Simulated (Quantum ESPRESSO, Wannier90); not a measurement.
## Wannier functions of Zn₂SeS (R3m)

```yaml
crystal:
  lattice:
    - [-1.95375, 3.38399, 0.00000]
    - [-3.90750, 0.00000, 0.00000]
    - [-1.95375, 1.12800, 6.38365]
  atoms:
    - { symbol: Zn, position: [0.99626, 0.99626, 0.01121] }
    - { symbol: Zn, position: [0.50363, 0.50363, 0.48911] }
    - { symbol: Se, position: [0.37548, 0.37548, 0.87356] }
    - { symbol: S, position: [0.87465, 0.87465, 0.37604] }
```

Cell from Materials Project (mp-1215446), symmetrised, no further relaxation. Not found in the COD (Crystallography Open Database) copy used; not checked further. Computed values, not measurements, from PBEsol: Quantum ESPRESSO (norm-conserving PseudoDojo potentials, cutoff 69 Ry, spinors with spin-orbit coupling) on a Γ-centred 4×4×4 mesh, then Wannier90. Density: 10×10×10 mesh, cold smearing 0.01 Ry.

Base run: 32 functions from bands 27-30,51-106 of the 106 computed, start hydrogen-like Zn: s;p; Se: s;p; S: s;p, centres 0.05 Å off the atoms, frozen window up to 2.76 eV relative to the valence-band maximum, outer window open. Bands 31–50 (Zn 3d 93 %) lie between the kept ones and are excluded. Rows change the key named; with other orbitals the number of functions and the frozen window follow, as listed; window edges are relative to the valence-band maximum. The misfit compares interpolated bands with pw.x on a high-symmetry path, for states up to 2.3 eV relative to the valence-band maximum. Converged means that the tolerances were met: symmetric starts can stop on a saddle, which shows as a larger Ω_OD at equal Ω_I and can move the misfit too.

Rows with other orbitals or bands describe another subspace, so their Ω_I can't be set against the base's. Runs that didn't settle are not listed.

```csv
setting,orbitals,bands,functions,frozen to (eV),Ω_I (Å²),Ω_D (Å²),Ω_OD (Å²),rms misfit (meV),worst (meV),ended
base,"Zn sp, Se sp, S sp","27-30,51-106",32,2.76,48.52,0.06,6.52,17,103,converged
"num_iter = 0 (projection only), orbitals on the atoms","Zn sp, Se sp, S sp","27-30,51-106",32,2.76,48.52,0.08,19.78,20,104,no minimisation
start: the same orbitals exactly on the atoms,"Zn sp, Se sp, S sp","27-30,51-106",32,2.76,48.52,0.06,6.52,17,104,converged
other orbitals: Zn: s;p;d; Se: s;p; S: s;p,"Zn spd, Se sp, S sp",27-106,52,2.76,41.27,0.04,7.60,9.3,73,converged
start: atomic waves of the pseudopotential files,"Zn 4s, Se 4s, Se 4p, S 3s, S 3p","27-30,51-106",20,2.76,43.56,0.21,4.70,24,193,converged
```
